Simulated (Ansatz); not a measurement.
TaC:
```xyz
2
Lattice="0.0000 2.3954 2.3954 2.3954 0.0000 2.3954 2.3954 2.3954 0.0000" Properties=species:S:1:pos:R:3 pbc="T T T"
Ta     0.0000     0.0000     0.0000
C      1.1977     1.1977     1.1977
```

Relaxed with PBEsol. Special points in fractions of this cell's reciprocal vectors: Γ (0.000, 0.000, 0.000); X (0.500, 0.000, 0.500); U (0.625, 0.250, 0.625); K (0.375, 0.375, 0.750); L (0.500, 0.500, 0.500); W (0.500, 0.250, 0.750).

**Question.** List the band energies nearest the Fermi level at these points for the program Ansatz at the PBEsol level (PAW).

**Answer.** In eV from the Fermi level; about four levels below and three above (degenerate sets whole), none deeper than 8.9 eV; points with the same levels are listed once.

```
k                    below                above
-  -----------------------  -------------------
Γ        -4.52 -4.52 -4.52       1.36 1.36 2.81
X  -6.37 -1.74 -1.74 -1.23  2.86 3.06 4.02 4.02
U  -5.51 -2.74 -2.42 -1.32       1.88 2.81 5.64
L        -4.74 -3.84 -3.84       2.23 2.23 2.28
W  -4.97 -3.82 -1.94 -1.30       1.48 3.07 4.85
```

Space group F-43m (zinc blende). The start of the workflow was typed in or built on a structure type; neither database checked (COD, Materials Project) lists it. It is not the phase usual at ambient conditions (space group No. 225). The cell was relaxed with PBEsol under the symmetry of its start; its stability against distortions is not shown here. No spin polarisation was allowed. Spin–orbit coupling is left out wherever it is not named.

Potentials: the later of the program's two PAW sets.
